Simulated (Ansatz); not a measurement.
**Which element?**

Cell vectors (Å):

```
 3.4191  0.0000  0.0000
-1.7095  2.9610  0.0000
 0.0000  0.0000  5.7112
```

```
atom       a       b       c
   X  0.3333  0.6667  0.2500
   X  0.6667  0.3333  0.7500
```

Level of theory: LDA, PAW on Ansatz 0.2.0's default frozen-core files (fitted under PBE), scalar-relativistic. k mesh 16×16×10, strains of ±0.003, Fermi-Dirac smearing of 0.080 eV.

Elastic constants of a crystal by Kohn-Sham DFT: slopes of the stress over finite engineering strains of the given cell, Voigt indices, Cartesian axes as in the cell vectors.

```csv
index,elastic (GPa)
11,75.5
12,48.7
13,32.1
33,91.3
44,11.6
```

**Question.** All X atoms are one element. Which one was computed?

**Answer.** Pb; the crystal is Pb (P6_3/mmc, a database entry that needn't be its stable phase).

Keep in mind: frozen-core PAW files fitted under PBE, their cores solved anew for the functional of the run; responses of metals move with mesh and smearing; elastic stability says nothing of phonons or of other phases; no spin-orbit coupling on heavy atoms.
